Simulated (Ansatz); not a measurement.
Si$_{2}$Ni:
```cif
data_Ni4Si8
_chemical_formula_sum 'Si8 Ni4'
_space_group_name_H-M_alt 'Fm-3m'
_space_group_IT_number 225
_space_group_name_Hall '-F 4 2 3'
_cell_length_a 5.44507
_cell_length_b 5.44507
_cell_length_c 5.44507
_cell_angle_alpha 90.000
_cell_angle_beta 90.000
_cell_angle_gamma 90.000
loop_
_atom_site_label
_atom_site_type_symbol
_atom_site_symmetry_multiplicity
_atom_site_Wyckoff_symbol
_atom_site_fract_x
_atom_site_fract_y
_atom_site_fract_z
_atom_site_occupancy
Si1 Si 8 c 0.25000 0.25000 0.25000 1
Ni1 Ni 4 a 0.00000 0.00000 0.00000 1
```
(The calculation used a cell of 3 atoms; values per cell refer to that cell.)

Relaxed with PBE.

Which orbitals make up the states near the Fermi level in plane-wave PAW PBE (Ansatz code)?

Within 0.5 eV of the Fermi level: Ni 3d 34 %, Si 3p 31 %, Si 3s 28 %, outside the projected shells 6 %. Projections are on Löwdin-orthogonalised atomic valence shells; empty p or d shells of many metals are not among them.

Tabulate the density of states.

States/eV per cell of 3 atoms, in 0.25 eV bins, energy from the Fermi level.

| E (eV) | total | Ni 3d | Si 3p | Si 3s |
|---|---|---|---|---|
| -7.85 | 0.72 | 0.12 | 0.24 | 0.34 |
| -7.60 | 0.75 | 0.15 | 0.27 | 0.31 |
| -7.35 | 0.86 | 0.18 | 0.33 | 0.31 |
| -7.10 | 0.80 | 0.16 | 0.36 | 0.23 |
| -6.85 | 0.78 | 0.15 | 0.40 | 0.17 |
| -6.60 | 0.74 | 0.15 | 0.40 | 0.14 |
| -6.35 | 0.82 | 0.18 | 0.48 | 0.12 |
| -6.10 | 0.90 | 0.22 | 0.53 | 0.11 |
| -5.85 | 1.03 | 0.27 | 0.61 | 0.10 |
| -5.60 | 1.20 | 0.36 | 0.69 | 0.09 |
| -5.35 | 1.50 | 0.52 | 0.82 | 0.09 |
| -5.10 | 2.81 | 1.32 | 1.31 | 0.10 |
| -4.85 | 3.66 | 1.90 | 1.55 | 0.10 |
| -4.60 | 3.26 | 1.92 | 1.20 | 0.07 |
| -4.35 | 2.14 | 1.15 | 0.88 | 0.06 |
| -4.10 | 2.70 | 1.76 | 0.77 | 0.08 |
| -3.85 | 2.08 | 1.51 | 0.45 | 0.05 |
| -3.60 | 3.93 | 3.28 | 0.50 | 0.03 |
| -3.35 | 6.76 | 6.06 | 0.43 | 0.03 |
| -3.10 | 5.30 | 4.76 | 0.28 | 0.06 |
| -2.85 | 2.87 | 2.30 | 0.36 | 0.06 |
| -2.60 | 2.21 | 1.51 | 0.51 | 0.07 |
| -2.35 | 2.48 | 1.57 | 0.72 | 0.07 |
| -2.10 | 2.06 | 1.09 | 0.78 | 0.07 |
| -1.85 | 1.63 | 0.70 | 0.75 | 0.07 |
| -1.60 | 1.35 | 0.47 | 0.71 | 0.07 |
| -1.35 | 1.05 | 0.32 | 0.57 | 0.06 |
| -1.10 | 0.77 | 0.23 | 0.40 | 0.06 |
| -0.85 | 0.60 | 0.16 | 0.31 | 0.06 |
| -0.60 | 0.51 | 0.12 | 0.25 | 0.09 |
| -0.35 | 0.65 | 0.24 | 0.21 | 0.15 |
| -0.10 | 0.84 | 0.31 | 0.23 | 0.24 |
| 0.15 | 0.97 | 0.33 | 0.28 | 0.28 |
| 0.40 | 1.12 | 0.35 | 0.36 | 0.33 |
| 0.65 | 1.24 | 0.33 | 0.45 | 0.35 |
| 0.90 | 1.42 | 0.32 | 0.59 | 0.39 |
| 1.15 | 1.68 | 0.30 | 0.76 | 0.47 |
| 1.40 | 1.08 | 0.17 | 0.51 | 0.29 |
| 1.65 | 0.53 | 0.08 | 0.22 | 0.09 |
| 1.90 | 0.56 | 0.10 | 0.25 | 0.03 |
| 2.15 | 2.17 | 0.37 | 1.21 | 0.24 |
| 2.40 | 1.83 | 0.25 | 0.97 | 0.23 |
| 2.65 | 1.76 | 0.18 | 0.89 | 0.21 |
| 2.90 | 1.50 | 0.14 | 0.77 | 0.19 |
| 3.15 | 1.39 | 0.11 | 0.72 | 0.17 |
| 3.40 | 1.05 | 0.08 | 0.58 | 0.15 |
| 3.65 | 1.06 | 0.07 | 0.57 | 0.15 |
| 3.90 | 1.72 | 0.11 | 0.86 | 0.17 |
| 4.15 | 1.61 | 0.09 | 0.81 | 0.14 |
| 4.40 | 1.51 | 0.07 | 0.79 | 0.13 |
| 4.65 | 1.64 | 0.07 | 0.83 | 0.12 |

The PBE relaxation kept the symmetry of its start. No spin polarisation was allowed.

Potentials: the later of the program's two PAW sets.
